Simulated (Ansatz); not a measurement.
YGeO:
Space group P4/nmm, origin choice 1 (No. 129); a = 3.4532 Å, b = 3.4532 Å, c = 8.0358 Å, α = 90.00°, β = 90.00°, γ = 90.00°

```json
[
 {"atom": "Y", "site": "2c", "symmetry": "4mm", "x": "0.5000", "y": "0.0000", "z": "0.3300"},
 {"atom": "Ge", "site": "2a", "symmetry": "-4m2", "x": "0.0000", "y": "0.0000", "z": "0.0000"},
 {"atom": "O", "site": "2c", "symmetry": "4mm", "x": "0.0000", "y": "0.5000", "z": "0.3899"}
]
```

Relaxed at zero pressure with plane-wave PAW r²SCAN (Ansatz code).

Task: The volume is lowered by 9 % and shape and atoms relax at that volume. What pressure results, and how do the axes share the change?

Result: 13.7 GPa; a -2.9 %, b -2.9 %, c -3.4 %; the energy rises by 56 meV/atom.

Task: Give the new structure.

Result: 
Space group P4/nmm, origin choice 1 (No. 129); a = b = 3.352 Å, c = 7.763 Å, α = β = γ = 90.00°

```csv
atom,site,symmetry,x,y,z
Y,2c,4mm,0.5000,0.0000,0.3271
Ge,2a,-4m2,0.0000,0.0000,0.0000
O,2c,4mm,0.0000,0.5000,0.3856
```

The phase is kept; no other phase was compared at this pressure.

The start of the workflow was typed in or built on a structure type; neither database checked (COD, Materials Project) lists it. Its standing as an ambient phase is unchecked. The r²SCAN relaxation kept the symmetry of its start; whether a distortion lowers the energy is not shown. No spin polarisation was allowed.

Potentials: the earlier of the program's two PAW sets. The files were generated under PBE; for other functionals the program regenerates the frozen cores, and for LDA and PBEsol the local potential too.
